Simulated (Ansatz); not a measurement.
An Ansatz (an electronic-structure program) run. Input:

Ansatz 0.2 input:
```yaml
crystal:
  lattice:
    - [4.1242731368, 0.0, 0.0]
    - [-2.0621365684, 3.5717253086, 0.0]
    - [0.0, 0.0, 6.832100539]
  atoms:
    - { symbol: Mg, position: [0.0, 0.0, 0.0] }
    - { symbol: I, position: [0.3333333333, 0.6666666667, 0.2454965502] }
    - { symbol: I, position: [0.6666666667, 0.3333333333, 0.7545034498] }
kpoints:
  mp_grid: { grid: [6, 6, 4] }
hamiltonian:
  xc: pbe
  dispersion: d3bj
  pseudopotentials: { kind: paw }
scf:
  occupations: { method: fixed }
phonons:
  method: dfpt
  response_accuracy: low
  qmesh: [3, 3, 2]
  interpolated_qmesh: [15, 15, 8]
  dielectric: true
  rigid_motions: translations
  temperatures: { t_max: 1000, t_step: 50 }
  qpath:
    path:
      - [[0.0, 0.0, 0.0], [0.5, 0.0, 0.0], [0.3333333333, 0.3333333333, 0.0], [0.0, 0.0, 0.0], [0.0, 0.0, 0.5], [0.5, 0.0, 0.5], [0.3333333333, 0.3333333333, 0.5], [0.0, 0.0, 0.5]]  # Γ-M-K-Γ-A-L-H-A
      - [[0.5, 0.0, 0.5], [0.5, 0.0, 0.0]]  # L-M
      - [[0.3333333333, 0.3333333333, 0.5], [0.3333333333, 0.3333333333, 0.0]]  # H-K
    npoints: 9
```

Output (shortened):

```
WARN phonons: the dynamical matrix that this run interpolates holds no multipole term above the dipole-dipole one, and a site of this crystal is no centre of …
Pseudopotential: Mg, paw, valence charge 10
Pseudopotential: I, paw, valence charge 17
Functional definition: PBE
Crystal: 3 atoms, lattice volume = 100.642 Å³
Basis set: ecut = 420 eV, 1967 PW (Γ), exchange–correlation on 60×60×96 points (8 copies of the dense FFT grid, shifted against one another)
Bands: 27, of which v1, the nominal top of the filled ones, is band 22 counted from 1 (21 counted from 0)
Symmetry: 12 space group operations
k-points: 47 of 144 (irreducible under 2 space group operations, time reversal used)
SCF iter   1: F=—  HF=-16953.709694 eV  |F-HF|=—  |Δ(HF+E_count)|=         —  Δρ=6.59e-4  dr2=2.64e-4  ethr=1.77e-3  ⟨swp⟩=5.1  Hψ=4858  notcnv=0  defer=127
preconditioner: auto → Resta (q_TF=auto, 2.377 Å⁻¹)
SCF iter   2: F=—  HF=-16953.708970 eV  |F-HF|=—  |Δ(HF+E_count)|=   7.25e-4  Δρ=4.71e-4  dr2=3.85e-4  ethr=6.00e-7  ⟨swp⟩=3.0  Hψ=3025  notcnv=0  defer=140
SCF iter   3: F=—  HF=-16953.708958 eV  |F-HF|=—  |Δ(HF+E_count)|=   1.21e-5  Δρ=2.76e-4  dr2=9.84e-5  ethr=6.00e-7  ⟨swp⟩=2.1  Hψ=1627  notcnv=0  defer=138
SCF iter   4: F=—  HF=-16953.709016 eV  |F-HF|=—  |Δ(HF+E_count)|=   5.81e-5  Δρ=6.96e-5  dr2=6.80e-6  ethr=2.24e-7  ⟨swp⟩=3.0  Hψ=2549  notcnv=0  defer=138
SCF iter   5: F=—  HF=-16953.709014 eV  |F-HF|=—  |Δ(HF+E_count)|=   1.61e-6  Δρ=3.49e-5  dr2=2.58e-6  ethr=1.55e-8  ⟨swp⟩=3.0  Hψ=2317  notcnv=0  defer=128
SCF iter   6: F=—  HF=-16953.709014 eV  |F-HF|=—  |Δ(HF+E_count)|=   6.48e-7  Δρ=8.16e-6  dr2=1.19e-7  ethr=5.87e-9  ⟨swp⟩=3.0  Hψ=2288  notcnv=0  defer=128
SCF iter   7: F=—  HF=-16953.709014 eV  |F-HF|=—  |Δ(HF+E_count)|=   6.81e-8  Δρ=1.82e-6  dr2=5.59e-9  ethr=2.71e-10  ⟨swp⟩=2.0  Hψ=2209  notcnv=0  defer=128
SCF iter   8: F=—  HF=-16953.709014 eV  |F-HF|=—  |Δ(HF+E_count)|=   4.73e-9  Δρ=3.81e-7  dr2=1.74e-10  ethr=1.27e-11  ⟨swp⟩=2.0  Hψ=2256  notcnv=0  defer=128
SCF iter  10: F=-16953.709014 eV  HF=-16953.709014 eV  |F-HF|=3.64e-12  |Δ(HF+E_count)|=  2.91e-11  Δρ=4.29e-8  dr2=3.30e-12  ethr=1.00e-12  ⟨swp⟩=6.8  Hψ=5378  notcnv=0
SCF 1 converged in 10 iterations: F = -16953.709014 eV  dr2 = 3.30e-12
DFPT response loops at Γ: preconditioner auto → Resta (q_TF=auto, 2.377 Å⁻¹)  ε∞=4.1 (no band partly filled) …
── the response to a field inside a basis, on 10×10×6 k-points: an SCF that follows is theirs, and a resumed run solves both again ──
Crystal: 3 atoms, lattice volume = 100.642 Å³
Bands: 23, of which v1, the nominal top of the filled ones, is band 22 counted from 1 (21 counted from 0)
k-points: 165 of 600 (irreducible under 4 space group operations)
SCF iter   1: F=—  HF=-16953.704655 eV  |F-HF|=—  |Δ(HF+E_count)|=         —  Δρ=6.57e-5  dr2=1.74e-6  ethr=1.00e-1
preconditioner: auto → Resta (q_TF=auto, 2.377 Å⁻¹)
SCF iter   2: F=—  HF=-16953.704657 eV  |F-HF|=—  |Δ(HF+E_count)|=   2.15e-6  Δρ=3.55e-5  dr2=5.27e-7  ethr=3.97e-9
SCF iter   3: F=-16953.704658 eV  HF=-16953.704658 eV  |F-HF|=2.72e-8  |Δ(HF+E_count)|=   1.02e-6  Δρ=4.65e-6  dr2=2.69e-8  ethr=1.20e-9
SCF 1 converged in 3 iterations: F = -16953.704658 eV  dr2 = 2.69e-8
DFPT response loops at Γ: mixed as the last ones told, above
WARN: field response: ε∞ stands inside a basis, on 10×10×6 points …
NSCF: frozen V_eff on 24 k-points
NSCF: frozen V_eff on 94 k-points
DFPT response loops at q = (0, 0, -0.5) (fractional): mixed as the last ones told, above
NSCF: frozen V_eff on 168 k-points
DFPT response loops at q = (0, 0.3333333333333333, 0) (fractional): mixed as the last ones told, above
NSCF: frozen V_eff on 168 k-points
DFPT response loops at q = (0, 0.3333333333333333, -0.5) (fractional): mixed as the last ones told, above
NSCF: frozen V_eff on 156 k-points
DFPT response loops at q = (0.3333333333333333, 0.3333333333333333, 0) (fractional): mixed as the last ones told, above
NSCF: frozen V_eff on 156 k-points
DFPT response loops at q = (0.3333333333333333, 0.3333333333333333, -0.5) (fractional): mixed as the last ones told, above
SCF converged after 10 iterations
Free energy (F): -16953.709014 eV
Harris-Foulkes:  -16953.709014 eV  (|F-HF|=3.64e-12)
Internal energy: -16953.709014 eV  (E = F + TS)
E sigma→0 (E₀):  -16953.709014 eV
Fermi energy:    5.137642 eV
--- Per-component energies (eV) ---
  E_band       = -1115.000967
  E_kinetic    = 454.345538
  E_local      = -5749.122579  (includes V_loc(G=0)·N_el)
  E_nonlocal   = -85.624796
  E_hartree    = 2712.069673
  E_xc         = -285.463689
  E_vxc        = -295.096408  (∫ρ·V_xc dr)
  E_paw        = -9926.237933  (= ΣΔE_a)
  E_vpaw       = -863.642097  (= ΣTr[D̂ρ^β])
  E_aug_tail   = -0.000035  (compensation charges beyond the density's cutoff)
  E_ewald      = -4072.728725
  E_disp       = -0.946467  (pairwise vdW)
  E_smearing   =  0.000000  (= −TS)
  E_closure    = 0.000000  (closes the sum)
  Σ components = -16953.709014   (vs F -16953.709014, Δ=0.00e0)
  [band-id]    e_kinetic+e_local+e_nonlocal+2·e_hartree+e_vxc+e_vpaw+e_augmentation_tail = -1115.001031   (vs E_band -1115.000967, Δ=-6.37e-5)
--- Band table (eV; the first three rows and the last of 47) ---
  k-point 0: bands = ["-70.0807", "-38.5289", "-38.5289", "-38.5286", "-38.5286", "-38.5195", "-38.5195", "-38.5190", "-38.5190", "-38.5148", "-38.5146", "-36.8340", "-36.8340", "-36.8326", "-6.9953", "-6.2649", "1.4989", "4.7068", "4.7068", "5.0959", …
  k-point 1: bands = ["-70.0807", "-38.5289", "-38.5289", "-38.5286", "-38.5286", "-38.5195", "-38.5195", "-38.5191", "-38.5191", "-38.5148", "-38.5146", "-36.8340", "-36.8340", "-36.8326", "-6.9254", "-6.3607", "1.8394", "4.4367", "4.7512", "4.7512", …
  k-point 2: bands = ["-70.0807", "-38.5289", "-38.5289", "-38.5285", "-38.5285", "-38.5193", "-38.5193", "-38.5192", "-38.5192", "-38.5147", "-38.5147", "-36.8340", "-36.8340", "-36.8326", "-6.8205", "-6.4911", "2.4073", "3.5935", "4.8182", "4.8182", …
  k-point 46: bands = ["-70.0807", "-38.5286", "-38.5284", "-38.5280", "-38.5278", "-38.5197", "-38.5197", "-38.5194", "-38.5190", "-38.5142", "-38.5142", "-36.8352", "-36.8344", "-36.8320", "-6.2366", "-6.0498", "1.7415", "2.1808", "3.2375", "3.4747", …
--- Phonons (Γ-DFPT): 4 representative perturbations + reference, on 47 of 144 k-points (Σ response iterations 11) ---
  ASR residual: 5.654e-5 → 0.000e0 eV/Å²; symmetrization residual: 3.980e-5 eV/Å²
  pairwise dispersion correction: d3bj (s6 = 1.0, s8 = 0.7875, a1 = 0.4289, a2_bohr = 4.4407), with the weights of each atom's references fixed at the …
  ASR residual per site (eV/Å²): 3.24e-5 5.65e-5 5.65e-5
  Γ frequencies (cm⁻¹): 0.00 0.00 0.00 66.24 66.24 111.37 177.03 177.03 265.89
  ε∞ (high-frequency dielectric tensor):
        4.536901     0.000000     0.000000
        0.000000     4.536901     0.000000
        0.000000     0.000000     4.049389
  ε⁰ (static dielectric tensor: ions relaxed, cell fixed):
        8.893740     0.000000     0.000000
        0.000000     8.893740     0.000000
        0.000000     0.000000     4.861276
  ε⁰ − ε∞ (ionic part):
        4.356839     0.000000     0.000000
        0.000000     4.356839     0.000000
        0.000000     0.000000     0.811887
  softest optical mode at Γ: 66.24 cm⁻¹; the repairs (sum rule, projections) moved no ω² at Γ by more than (2.09 cm⁻¹)²
  Born effective charges Z* (e; rows j = field, columns β = displacement):
    site 0:
         2.48882    0.00000    0.00000
         0.00000    2.48882    0.00000
         0.00000    0.00000    1.61365
    site 1:
        -1.24441    0.00000    0.00000
         0.00000   -1.24441    0.00000
         0.00000    0.00000   -0.80683
    site 2:
        -1.24441    0.00000    0.00000
         0.00000   -1.24441    0.00000
         0.00000    0.00000   -0.80683
  Z* charge neutrality: 1.201e-4 e pre-enforcement
  solved inside a basis spanned on kpoints, on 10×10×6 k-points, its susceptibility summed on 12×12×6: ε∞ is read to err by 1.1e-2, Z* by 1.8e-2 e (field_mesh …
  optical modes at Γ without the LO–TO term, one row a degenerate level:
      ω (cm⁻¹)  modes    IR ((D/Å)²/amu)
         66.24      2             0.0000
        111.37      1             0.0000
        177.03      2            12.8854
        265.89      1             2.7083
  optical modes at Γ + LO–TO along q̂ = [1.0000, 0.0000, 0.0000]:
      ω (cm⁻¹)  modes    IR ((D/Å)²/amu)
         66.24      2             0.0000
        111.37      1             0.0000
        177.03      1             6.4427
        247.86      1             6.4427
        265.89      1             2.7083
  optical modes at Γ + LO–TO along q̂ = [0.0000, 1.0000, 0.0000]:
      ω (cm⁻¹)  modes    IR ((D/Å)²/amu)
         66.24      2             0.0000
        111.37      1             0.0000
        177.03      1             6.4427
        247.86      1             6.4427
        265.89      1             2.7083
  optical modes at Γ + LO–TO along q̂ = [0.0000, 0.0000, 1.0000]:
      ω (cm⁻¹)  modes    IR ((D/Å)²/amu)
         66.24      2             0.0000
        111.37      1             0.0000
        177.03      2            12.8854
        291.32      1             2.7083
  non-analytic LO–TO correction: the dipole-dipole term of the run's Born effective charges and high-frequency dielectric tensor (where they are solved with …
--- Phonons (arbitrary-q DFPT): 6 irreducible q on the 3×3×2 mesh ---
  q = [0.0000, 0.0000, 0.0000] (star 1, of the zone-centre solve; hermiticity 1.02e-5, symmetrization 2.33e-6):  0.00  0.00 0.00 66.24 66.24 111.37 177.03 177.03 265.89
  q = [0.0000, 0.0000, -0.5000] (star 1, 4 solved perturbations in 142 linear systems a pass and spin channel, the states on 47 of 144 k-point pairs; hermiticity 1.25e-5, symmetrization 2.22e-11): 18.36 18.36 36.37 62.78 62.78 104.90 177.82 177.82 291.05
  q = [0.0000, 0.3333, 0.0000] (star 6, 6 solved perturbations on 84 of 144 k-point pairs; hermiticity 9.63e-6, symmetrization 1.26e-11): 46.82 50.18 68.71 79.58 93.77 103.67 178.34 192.51 257.48
  q = [0.0000, 0.3333, -0.5000] (star 6, 6 solved perturbations on 84 of 144 k-point pairs; hermiticity 1.72e-5, symmetrization 1.97e-11): 46.27 51.57 68.85 74.47 97.33 104.26 177.89 193.15 247.96
  q = [0.3333, 0.3333, 0.0000] (star 2, 4 solved perturbations in 224 linear systems a pass and spin channel, the states on 78 of 144 k-point pairs; hermiticity 5.32e-6, symmetrization 1.27e-6): 62.20 76.64 76.64 90.48 90.48 101.68 175.47 212.48 212.48
  q = [0.3333, 0.3333, -0.5000] (star 2, 4 solved perturbations in 224 linear systems a pass and spin channel, the states on 78 of 144 k-point pairs; hermiticity 2.53e-5, symmetrization 1.66e-6): 66.06 72.75 72.75 91.91 91.91 99.58 175.86 215.90 215.90
  sum rule: each row above includes the acoustic sum rule's correction from the zone centre's row sums; it moved no ω² by more than (0.60 cm⁻¹)²
  mesh force constants: q→R imaginary residual 1.99e-16; ASR residual 5.654e-5 → 0.000e0 eV/Å²; symmetrization residual 3.997e-15 eV/Å²
  interpolated dispersion: 85 rows × 9 modes
  density of states and harmonic sums: on the 15×15×8 q-mesh, interpolated from the force constants of a 3×3×2 supercell (with the dipole–dipole term)
  largest difference from the sums on the solved wave vectors: F 4.80e-2 eV, S 6.23e-5 and C_V 1.42e-5 eV/K
  zero-point energy: 0.065921 eV/cell   skipped modes (ω ≤ 0): 3   left out of the sums: 1.85e-4 of the cell's modes …
```

Cost: about 10 core-minutes (a rough figure) on shared cores.

Space group P-3m1 (CdI2 type). Symmetry was held in the PBE+D3(BJ) relaxation. Scalar-relativistic: spin–orbit coupling is off unless named, which matters more the heavier the elements.

Potentials: the later of the program's two PAW sets.

Ansatz is a plane-wave DFT program.
